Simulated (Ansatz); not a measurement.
**HfN: from a starting cell to a relaxed one**

The start is a relaxed HfN cell, doubled along one cell vector, shaken by Gaussian noise of σ = 0.08 Å a coordinate. Cell shape, volume and atoms are optimised at zero target pressure with PBE (plane waves to 420 eV, PAW, scalar-relativistic; Ansatz, an electronic-structure program). The first steps use a coarse 3×6×6 k-mesh.

The start:
```
HfN
1.0
    4.06442    -9.59842     0.00000
    2.03221     4.79921     0.00000
    0.00000     0.00000     3.77790
Hf N
4 4
Direct
  0.42666   0.16400   0.23362
  0.92974   0.17381   0.22845
  0.09556   0.84629   0.75349
  0.56395   0.80854   0.76424
  0.13167   0.71091   0.28211
  0.63615   0.73831   0.24526
  0.37626   0.29927   0.75420
  0.87268   0.26414   0.76509
```

Task: What is the largest force in the starting geometry, and on which atom (counted from 1)?

Result: About 4.1 eV/Å, on Hf4 (atoms numbered as listed).

Task: By how much does the energy per atom fall from start to end?

Result: 0.19 eV/atom.

Task: How does the volume per atom move from start to end?

Result: +3.2 %, from 18.42 to 19.00 Å³/atom.

Task: How do the shortest distances between atoms change?

Result: The closest pairs of elements (up to four, under 3.6 Å), start → end: Hf–N 1.91 → 2.13 Å; N–N 2.70 → 2.86 Å; Hf–Hf 3.13 → 3.17 Å.

Task: Is the relaxed structure metallic? Give its gap.

Result: No gap on the sampled points, where the bands overlap only slightly; such a result is sensitive to mesh and level.

Final values are on a 16×16×16 k-mesh of the relaxed cell. No spin polarisation in the result.

The relaxed structure here is a generated cell of HfN: the first start was made by placing the elements on the sites of a structure type, and the end was not matched to a known phase here, so it may be hypothetical. Known forms of HfN include space group No. 225.
